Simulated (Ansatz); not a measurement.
GaN (zinc blende)

```yaml
crystal:
  lattice:
    - [0.00000, 4.54850, 4.54850]
    - [2.27425, 2.27425, 4.54850]
    - [2.27425, 2.27425, 0.00000]
  atoms:
    - { symbol: N, position: [0.00000, 0.75000, 0.75000] }
    - { symbol: N, position: [0.50000, 0.75000, 0.75000] }
    - { symbol: Ga, position: [0.00000, 0.00000, 0.00000] }
    - { symbol: Ga, position: [0.50000, 0.00000, 0.00000] }
```

The atoms are displaced by Q × the pattern below (from a DFPT mode at X = (0.5, 0.5, 0.0), largest move 1; Q in Å), at fixed cell. (q is in reciprocal vectors of the primitive cell; the cell shown is doubled to hold the pattern.)

| atom | x | y | z |
|---|---|---|---|
| Ga3 | 0.000 | 0.000 | -1.000 |
| Ga4 | 0.000 | 0.000 | 1.000 |

Atoms not listed stay in place.

All values below come from PBE (plane waves to 420 eV, PAW, scalar-relativistic; Ansatz, a program for electronic structure). k mesh 12×12×12 (Γ-centred), Fermi-Dirac smearing 0.05 eV. The energy includes the smearing's −TS. Compression counts positive. GaN was relaxed with its symmetry unable to fall. The zero of ΔE is the undisplaced structure.

Question: Give the computed ΔE (meV/cell) and P (GPa) at Q (Å) = -0.100, -0.083, -0.050, -0.033, -0.017.

Answer: 
| Q (Å) | ΔE (meV/cell) | P (GPa) |
|---|---|---|
| -0.100 | 280.2 | 1.29 |
| -0.083 | 194.9 | 0.90 |
| -0.050 | 70.3 | 0.33 |
| -0.033 | 31.3 | 0.15 |
| -0.017 | 7.8 | 0.04 |

(For displaced atoms, the force is minus the slope of the energy, and its curvature is a force constant, which sets phonon frequencies.)
